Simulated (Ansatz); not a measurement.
One crystal and one scan (energy against volume) at two levels, PBE (plane waves to 420 eV, PAW, scalar-relativistic; Ansatz, a quantum-chemistry and plane-wave program) and r2SCAN (plane waves to 500 eV, PAW, scalar-relativistic; Ansatz), each from its own relaxed cell and on its own mesh.

The crystal is MoSi₂ (MoSi2 type, space group I4/mmm); the cell is scaled evenly about its relaxed volume V₀.

Energies are smeared free energies. MoSi2 is run without spin polarisation. MoSi2 was relaxed with its symmetry unable to fall. The PAW data are Ansatz's earlier set. With the shape held, the modulus is that of even scaling; a crystal free to change shape is softer. Both scans cover V/V₀ from 0.940 to 1.060.

| quantity | run 1 | run 2 |
|---|---|---|
| Lattice constant a (Å) | 3.217 | 3.202 |
| Lattice constant c (Å) | 7.873 | 7.819 |
| Relaxed volume (Å³/atom) | 13.58 | 13.36 |
| Pressure at the smallest volume (GPa) | 14.6 | 15.6 |
| Energy cost of the largest compression (meV/atom) | 35 | 37 |
| Energy cost of the largest expansion (meV/atom) | 28 | 30 |
| Bulk modulus at fixed cell shape B₀ (third-order Birch-Murnaghan fit) (GPa) | 205.2 | 219.2 |
| Pressure for 5 % compression (fit) (GPa) | 11.8 | 12.6 |

Task: Which run is which level?

Result: Run 1 is PBE, run 2 is r2SCAN. PBE gives the higher value for: lattice constant a; lattice constant c; relaxed volume. PBE gives the lower value for: pressure at the smallest volume; bulk modulus at fixed cell shape B₀; pressure for 5 % compression.

(Under strain, the slope of the energy per volume gives the stress and its curvature an elastic modulus.)
